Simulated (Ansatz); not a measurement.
A geometry of Te2Mo away from equilibrium: step 2 of the relaxation of a generated cell, Te2Mo built in the 2H-MoS2 structure type. The numbers are results of PBEsol (plane waves to 420 eV, PAW, scalar-relativistic; Ansatz, an electronic-structure program), not measurements. Γ-centred k-mesh 7×7×2 on the run's cell (coarser than for final values), Fermi–Dirac smearing 0.05 eV. The plane waves were selected for a different cell earlier on the path.

```
CELL_PARAMETERS angstrom
      3.54556     0.00000     0.00000
     -1.77278     3.07054     0.00000
      0.00000     0.00000    14.31823
ATOMIC_POSITIONS crystal
  Mo 0.33333 0.66667 0.25000
  Mo 0.66667 0.33333 0.75000
  Te 0.33333 0.66667 0.62938
  Te 0.66667 0.33333 0.12938
  Te 0.66667 0.33333 0.37062
  Te 0.33333 0.66667 0.87062
```

Problem. Give the Cartesian forces on all atoms (eV/Å).

Solution. 
```csv
atom,Fx,Fy,Fz
Mo1,0.00,0.00,0.00
Mo2,0.00,0.00,0.00
Te3,0.00,0.00,-0.91
Te4,0.00,0.00,-0.91
Te5,0.00,0.00,0.91
Te6,0.00,0.00,0.91
```

The path ends in P6₃/mmc (No. 194) (AFLOW prototype AB2_hP6_194_c_f (C7, as in MoS2)). No spin polarisation in the result. Without a van der Waals term the distances between weakly bound units are poorly fixed.

The run could not lose the symmetry of its start.
